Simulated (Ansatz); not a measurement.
Si2MoN4:
```yaml
crystal:
  lattice:
    - [2.89201, 0.00000, 0.00000]
    - [-1.44601, 2.50456, 0.00000]
    - [0.00000, 0.00000, 20.66621]
  atoms:
    - { symbol: Mo, position: [0.33333, 0.66667, 0.25000] }
    - { symbol: Mo, position: [0.66667, 0.33333, 0.75000] }
    - { symbol: N, position: [0.66667, 0.33333, 0.31015] }
    - { symbol: N, position: [0.33333, 0.66667, 0.81015] }
    - { symbol: N, position: [0.33333, 0.66667, 0.68985] }
    - { symbol: N, position: [0.66667, 0.33333, 0.18985] }
    - { symbol: Si, position: [0.66667, 0.33333, 0.39430] }
    - { symbol: Si, position: [0.33333, 0.66667, 0.89430] }
    - { symbol: Si, position: [0.33333, 0.66667, 0.60570] }
    - { symbol: Si, position: [0.66667, 0.33333, 0.10570] }
    - { symbol: N, position: [0.00000, 0.00000, 0.41893] }
    - { symbol: N, position: [0.00000, 0.00000, 0.91893] }
    - { symbol: N, position: [0.00000, 0.00000, 0.58107] }
    - { symbol: N, position: [0.00000, 0.00000, 0.08107] }
```

Relaxed with PBE+D3(BJ). Special points in fractions of this cell's reciprocal vectors: Γ (0.000, 0.000, 0.000); M (0.500, 0.000, 0.000); K (0.333, 0.333, 0.000); A (0.000, 0.000, 0.500); L (0.500, 0.000, 0.500); H (0.333, 0.333, 0.500).

Problem. List the band energies nearest the valence-band maximum at these points for PBE+D3(BJ) with spin–orbit coupling (plane waves, PAW; program Ansatz).

Solution. In eV from the valence-band maximum; about four levels below and three above (degenerate sets whole), none deeper than 8.9 eV; points with the same levels are listed once.

```tsv
k	below	above
Γ	-0.13 -0.13 0.00 0.00	2.70 2.70 2.70 2.70
M	-1.12 -1.12 -1.05 -1.05	2.30 2.30 2.39 2.39
K	-0.46 -0.46 -0.32 -0.32	1.72 1.72 1.72 1.72
A	-0.06 -0.06 -0.06 -0.06	2.70 2.70 2.70 2.70
L	-1.08 -1.08 -1.08 -1.08	2.34 2.34 2.34 2.34
H	-0.45 -0.45 -0.32 -0.32	1.72 1.72 1.72 1.72
```

Space group P6_3/mmc. The start of the workflow was typed in or built on a structure type; neither database checked (COD, Materials Project) lists it. Its standing as an ambient phase is unchecked. The cell was relaxed with PBE+D3(BJ) under the symmetry of its start; its stability against distortions is not shown here. The workflow began spin-polarised and lost its moments.

Potentials: the earlier of the program's two PAW sets.
